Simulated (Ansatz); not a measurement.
# Data sheet: Be (DFT)

Be (bcc (W type), Im-3m), a = b = c = 2.492 Å, α = β = γ = 90.00°; the cell used has 1 atom.

Space group Im-3m (No. 229), bcc (W type); conventional cell a = 2.4923 Å, b = 2.4923 Å, c = 2.4923 Å, α = 90.00°, β = 90.00°, γ = 90.00°.

Method: PBEsol (plane waves, PAW; program Ansatz). Geometry: relaxed at this level of theory. Other levels are named where they apply.

### Cell and energy

* **Volume per atom**: 7.74 Å³
* **Density**: 1.93 g/cm³

### Electronic structure

- Electronic character = metallic (no gap)
- Density of states at the Fermi level = 0.12 states/eV per atom (mean over ±0.08 eV)

### Mechanics

- Bulk modulus (Birch–Murnaghan fit) = 125 GPa
- Pressure derivative B′ = 3.3
- Elastic constants (relaxed ions, GPa) = C11 = 181, C12 = 96.9, C44 = 211
- Mechanical stability = stable (all eigenvalues of C positive)
- Hill bulk and shear moduli = 125 and 112 GPa
- Young's modulus = 259 GPa
- Poisson's ratio = 0.15
- Debye temperature from the elastic constants = 1260 K

The workflow started from a Materials Project entry (that database holds measured and hypothetical structures alike); the Crystallography Open Database copy checked does not list it. It is not the phase usual at ambient conditions (space group No. 194). Symmetry was held in the PBEsol relaxation; whether a distortion lowers the energy is not shown. As this level gives no gap, shear constants depend on the k-mesh and smearing (Fermi–Dirac, 0.1 eV here).

Potentials: the earlier of the program's two PAW sets. The files were generated under PBE; for other functionals the program regenerates the frozen cores, and for LDA and PBEsol the local potential too.
